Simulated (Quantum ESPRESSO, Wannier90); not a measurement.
# Ag2S (anti-fluorite): Wannier90 run

```yaml
crystal:
  lattice:
    - [0.00000, 3.12399, 3.12399]
    - [3.12399, 0.00000, 3.12399]
    - [3.12399, 3.12399, 0.00000]
  atoms:
    - { symbol: Ag, position: [0.75000, 0.75000, 0.75000] }
    - { symbol: Ag, position: [0.25000, 0.25000, 0.25000] }
    - { symbol: S, position: [0.00000, 0.00000, 0.00000] }
```

Cell from Materials Project (mp-1229090), symmetrised, no further relaxation. Not found in the COD (Crystallography Open Database) copy used, which has the formula in other groups; not checked further. Computed values, not measurements, from LDA: Quantum ESPRESSO (norm-conserving PseudoDojo potentials, cutoff 69 Ry, no spin polarisation, no spin-orbit coupling) on a Γ-centred 8×8×8 mesh, then Wannier90. Density: 8×8×8 mesh, cold smearing 0.01 Ry.

The plane-wave run has 34 bands and 44 electrons a cell. On the energy scale of pw.x, whose zero is arbitrary, the Fermi level lies at 10.80 eV.

Isolated groups of bands, relative to the Fermi level (bands from 10 on overlap up to the last one computed):

| bands | from (eV) | to (eV) | filling | weight on atomic waves |
|---|---|---|---|---|
| 1–2 | -90.99 | -90.98 | filled | Ag 4s 99 % |
| 3–8 | -54.58 | -54.54 | filled | Ag 4p 100 % |
| 9 | -13.15 | -12.66 | filled | S 3s 84 %, Ag 5s 11 %, Ag 4d 5 % |

Input w.win, without the blocks of cell, atoms and k-points (512 lines):

```
num_bands = 25
num_wann = 13
exclude_bands = 1-9
num_iter = 1000
conv_tol = 1.0e-6
conv_window = 4
dis_num_iter = 1000
dis_conv_tol = 1.0e-6
dis_froz_max = 14.75
write_hr = true
write_u_matrices = true
begin projections
f=-0.25858,-0.25272,-0.25181: d
f=0.25184,0.24415,0.24175: d
f=-0.00073,-0.00533,-0.00719: p
end projections
mp_grid = 8 8 8
```

wannier90.x stops with:
```
dis_windows: More states in the frozen window than target WFs
```
At some k-point more bands lie below dis_froz_max than there are Wannier functions, and every frozen state has to fit into the subspace. Mended as below, all else unchanged, the run goes through (Ω_I = 17.1 Å²) and follows the plane-wave bands to 45 meV rms (states up to 0.0 eV relative to the Fermi level).
```
dis_froz_max = 10.75
```
